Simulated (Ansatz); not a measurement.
Cu Kα1 powder pattern (kinematic, no thermal factors).
```json
{"2θ (°)": "14.75", "relative intensity": "18"}
{"2θ (°)": "25.18", "relative intensity": "13"}
{"2θ (°)": "25.68", "relative intensity": "1"}
{"2θ (°)": "29.30", "relative intensity": "35"}
{"2θ (°)": "29.74", "relative intensity": "100"}
{"2θ (°)": "36.27", "relative intensity": "52"}
{"2θ (°)": "39.35", "relative intensity": "54"}
{"2θ (°)": "39.70", "relative intensity": "3"}
{"2θ (°)": "47.59", "relative intensity": "18"}
{"2θ (°)": "51.68", "relative intensity": "11"}
{"2θ (°)": "52.51", "relative intensity": "17"}
{"2θ (°)": "52.79", "relative intensity": "30"}
{"2θ (°)": "54.05", "relative intensity": "1"}
{"2θ (°)": "59.35", "relative intensity": "7"}
{"2θ (°)": "60.77", "relative intensity": "25"}
{"2θ (°)": "61.52", "relative intensity": "8"}
{"2θ (°)": "61.77", "relative intensity": "12"}
{"2θ (°)": "67.79", "relative intensity": "10"}
{"2θ (°)": "73.79", "relative intensity": "5"}
{"2θ (°)": "77.01", "relative intensity": "19"}
{"2θ (°)": "77.68", "relative intensity": "10"}
{"2θ (°)": "83.56", "relative intensity": "2"}
{"2θ (°)": "84.66", "relative intensity": "10"}
{"2θ (°)": "85.32", "relative intensity": "2"}
{"2θ (°)": "85.54", "relative intensity": "9"}
{"2θ (°)": "87.35", "relative intensity": "4"}
{"2θ (°)": "89.10", "relative intensity": "4"}
{"2θ (°)": "89.24", "relative intensity": "5"}
```

The pattern is computed from a structure relaxed with DFT PBE, scalar-relativistic, plane waves, PAW in Ansatz. No spin polarisation. Its elements are Cd, S, Se.

Q: Give the structure.

A: Cd₃SeS₂.
Space group P6/mmm (No. 191). a = 6.931 Å, b = 6.931 Å, c = 3.535 Å, α = 90.00°, β = 90.00°, γ = 120.00°
| atom | site | symmetry | x | y | z |
| --- | --- | --- | --- | --- | --- |
| Cd | 3g | mmm | 0.5000 | 0.0000 | 0.5000 |
| Se | 1a | 6/mmm | 0.0000 | 0.0000 | 0.0000 |
| S | 2c | -6m2 | 0.3333 | 0.6667 | 0.0000 |

A pattern alone doesn't exclude other cells with like lines; this is the one computed.

Another cell of Cd3SeS2 relaxed alike, in P-4m2, lies 202 meV/atom lower, so this cell isn't the stable form at this level.

The structure comes from a generated guess; another structure or a mixture of phases may lie lower.
